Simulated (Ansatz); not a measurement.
All numbers below come from Ansatz 0.2.0, DFT PBE, scalar-relativistic, plane waves, PAW. All cells share a 420 eV cutoff and Γ-centred k meshes spaced at most about 0.3 Å⁻¹ (about 0.25 or finer for metals, 2π included). No spin polarisation in the final relaxations.

All energies are static (0 K, no zero-point motion).

Two relaxed structures of Al2Rh:

A.

```
Al Rh
1.0
     3.60961    0.00000    0.00000
     0.00000    3.60961    0.00000
     0.00000    0.00000    7.11935
Al Rh
4 2
Direct
  0.00000 0.00000 0.00000
  0.50000 0.50000 0.00000
  0.00000 0.50000 0.38141
  0.50000 0.00000 0.61859
  0.00000 0.50000 0.74867
  0.50000 0.00000 0.25133
```

B.

```
Al Rh
1.0
     4.33174    0.00000    0.00000
    -2.16587    3.75140    0.00000
     0.00000    0.00000    5.34357
Al Rh
4 2
Direct
  0.33333 0.66667 0.75000
  0.66667 0.33333 0.25000
  0.00000 0.00000 0.00000
  0.00000 0.00000 0.50000
  0.33333 0.66667 0.25000
  0.66667 0.33333 0.75000
```

Question: Which form is favoured at zero pressure, and by what margin per atom?

Answer: They are level within the accuracy (5 meV/atom apart, with A the lower in these runs). A has space group P4/nmm (No. 129), 15.5 Å³/atom and no gap on its mesh; B has the Ni2In type, space group P6_3/mmc (No. 194), 14.5 Å³/atom and no gap. Counting all near atoms (those within 1.25 times the shortest distance at each site; a plus sign parts nearer from farther groups; a slash parts the counts of unlike sites), A has Al 8/5+8, Rh 9 and B has Al 11/14, Rh 11. In A, Al on a site of symmetry -4m2 is surrounded by 4 Rh at 2.54 Å and 4 Al at 2.55 Å; Al on a site of symmetry 4mm has 5 Rh at 2.61–2.72 Å; around Rh lie 9 Al at 2.54–2.72 Å. In B, around Al on a site of symmetry -6m2 lie 3 Rh at 2.50 Å, 2 Rh at 2.67 Å and 6 Al at 2.84 Å; Al on a site of symmetry -3m has 2 Al at 2.67 Å, 6 Al at 2.84 Å and 6 Rh at 2.84 Å; around Rh lie 3 Al at 2.50 Å, 2 Al at 2.67 Å and 6 Al at 2.84 Å. Both come from invented guesses. A third cell relaxed alike, in P4/mmm, lies 65 meV/atom below the lower of the two.

The k mesh leaves some 4 meV/atom of noise in the energy of each metallic cell. Cells relaxed within their symmetry can be saddle points.
